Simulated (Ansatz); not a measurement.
Ba₂TaBiO₆:
```xyz
10
Lattice="3.0470 1.7592 4.9057 -3.0470 1.7592 4.9057 0.0000 -3.5184 4.9057" Properties=species:S:1:pos:R:3 pbc="T T T"
Ba     0.0000     0.0000    11.0211
Ba     0.0000     0.0000     3.6961
Ta     0.0000     0.0000     7.3586
Bi     0.0000     0.0000     0.0000
O      1.5484     0.5200     6.2126
O     -1.5484    -0.5200     8.5046
O     -1.2245     1.0810     6.2126
O      1.2245    -1.0810     8.5046
O     -0.3239    -1.6009     6.2126
O      0.3239     1.6009     8.5046
```

Relaxed with r²SCAN. Special points in fractions of this cell's reciprocal vectors: Γ (0.000, 0.000, 0.000); T (0.500, 0.500, 0.500); H2 (0.748, 0.252, 0.500); H0 (0.500, -0.252, 0.252); L (0.500, 0.000, 0.000); S0 (0.376, -0.376, 0.000); S2 (0.624, 0.000, 0.376); F (0.500, 0.000, 0.500).

Task: List the band energies nearest the valence-band maximum at these points for r²SCAN with spin–orbit coupling (plane waves, PAW; program Ansatz).

Result: In eV from the valence-band maximum; about four levels below and three above (degenerate sets whole), none deeper than 8.9 eV; points with the same levels are listed once.

```csv
k,below,above
Γ,-1.58 -1.58 -0.96 -0.96,2.96 2.96 3.58 3.58
T,-1.89 -1.89 0.00 0.00,2.41 2.41 3.56 3.56
H2,-1.67 -1.67 -0.87 -0.87,3.19 3.19 3.78 3.78
L,-1.62 -1.62 -0.03 -0.03,2.32 2.32 3.39 3.39
S0,-1.68 -1.68 -1.00 -1.00,3.18 3.18 3.81 3.81
F,-2.00 -2.00 -1.21 -1.21,3.51 3.51 3.88 3.88
```

Space group R-3. The first step of the workflow began from a Materials Project structure, measured or hypothetical; the Crystallography Open Database copy checked does not list it. Its standing as an ambient phase is unchecked. The r²SCAN relaxation kept the symmetry of its start; its stability against distortions is not shown here. No spin polarisation was allowed.

Potentials: the later of the program's two PAW sets.
